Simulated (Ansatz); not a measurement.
A relaxed structure of Nb is spoiled in several ways and relaxed again each time (squeezed and stretched starts keep its symmetry, which their runs cannot lower; pressure is positive under compression). Calculation: PBE (plane waves to 420 eV, PAW, scalar-relativistic; Ansatz, a program for electronic structure).

```cif
data_Nb2
_chemical_formula_sum 'Nb2'
_space_group_name_H-M_alt 'Im-3m'
_space_group_IT_number 229
_space_group_name_Hall '-I 4 2 3'
_cell_length_a 3.30962
_cell_length_b 3.30962
_cell_length_c 3.30962
_cell_angle_alpha 90.000
_cell_angle_beta 90.000
_cell_angle_gamma 90.000
loop_
_atom_site_label
_atom_site_type_symbol
_atom_site_symmetry_multiplicity
_atom_site_Wyckoff_symbol
_atom_site_fract_x
_atom_site_fract_y
_atom_site_fract_z
_atom_site_occupancy
Nb1 Nb 2 a 0.00000 0.00000 0.00000 1
```
(The calculation used a cell of 1 atom; values per cell refer to that cell.)

```
change                                      first pressure (GPa)  largest first force (eV/Å)  released (eV/atom)  moves                outcome  final group  E − E(parent) (eV/atom)
------------------------------------------  --------------------  --------------------------  ------------------  -----  ---------------------  -----------  -----------------------
stretched uniformly to 130 % of its volume                     ?                        0.00                   ?      9                      ?            ?                        ?
stretched uniformly to 115 % of its volume                 -18.2                        0.00                0.18      7  returns to the parent        Im-3m                     0.00
```

What belongs in the gaps?


- stretched uniformly to 130 % of its volume, first pressure (GPa): -26.8
- stretched uniformly to 130 % of its volume, released (eV/atom): 0.57
- stretched uniformly to 130 % of its volume, outcome: returns to the parent
- stretched uniformly to 130 % of its volume, final group: Im-3m
- stretched uniformly to 130 % of its volume, E − E(parent) (eV/atom): 0.00

First-step values come from each run's starting, coarser k-mesh (13×13×13). The runs use different k-meshes, so differences are rounded accordingly. No spin polarisation in the result.
